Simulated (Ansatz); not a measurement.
Values for one crystal, relaxed and computed with DFT-PBE in the program Ansatz with PAW potentials; other levels are named.

```yaml
volume_per_atom: 46.31 Å³
band_gap: 3.86 eV (direct)
Bulk modulus (Birch–Murnaghan fit): 10.6 GPa
Electronic dielectric constant ε∞ (DFPT): 2.80
Hole effective mass with spin–orbit coupling, band 2 of 2 at the edge: 0.62 along [100], 0.62 along [110], 0.62 along [111] (mₑ)
hill_bulk_and_shear_moduli: 10.6 and 5.7 GPa
Highest zone-centre frequency (without LO–TO term): 88 cm⁻¹
```

### Question
Which compound is it?
(A) CaO, rock salt
(B) KI, rock salt
(C) KCdCO3F, P-6m2 (Pearson symbol hP7)
(D) NaF, rock salt

### Answer
B, KI, rock salt

Space group Fm-3m (rock salt). The cell was relaxed with PBE under the symmetry of its start; phonons on a q-mesh show no instability. Spin–orbit coupling is left out wherever it is not named.

Potentials: the later of the program's two PAW sets.
